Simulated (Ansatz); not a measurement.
**NaOs: rattling a relaxed structure**

It was reached by relaxing an invented guess, and it needn't be the stable form of this composition.

These are results of DFT PBE, scalar-relativistic, plane waves, PAW in Ansatz, not measurements. Settings: cutoff 420 eV, Γ-centred mesh 14×10×4 on the computed 4-atom cell, Gaussian smearing of 0.10 eV; no spin polarisation.

The cell below (4 atoms, space group Pmmn (No. 59)) is relaxed within its symmetry.

```
Na Os
1.0
     2.72913    0.00000    0.00000
     0.00000    3.87625    0.00000
     0.00000    0.00000    8.41984
Na Os
2 2
Cartesian
  1.3646 0.0000 1.5848
  0.0000 1.9381 6.8351
  1.3646 0.0000 4.6674
  0.0000 1.9381 3.7524
```

For the test a repeat of it with 8 atoms (edges 2.73, 7.75, 8.42 Å) was strained at random (σ = 1.5 % a component), the atoms were moved at random (σ = 0.10 Å), and all was relaxed again on a coarse 8×4×4 mesh (in the run’s order of axes) with 0.20 eV smearing, with no symmetry imposed.

Spin–orbit coupling, which can matter for Os, is left out.

Question: What happens?

Answer: It returns, within 1 meV/atom of the unmoved cell on that mesh and with the same symmetry when read at 0.1 Å (P-1 at 0.01 Å, so small strains and shifts remain). So it is stable against the distortions that fit this cell and that this random move excites. Modes that don't fit the cell aren't tested.
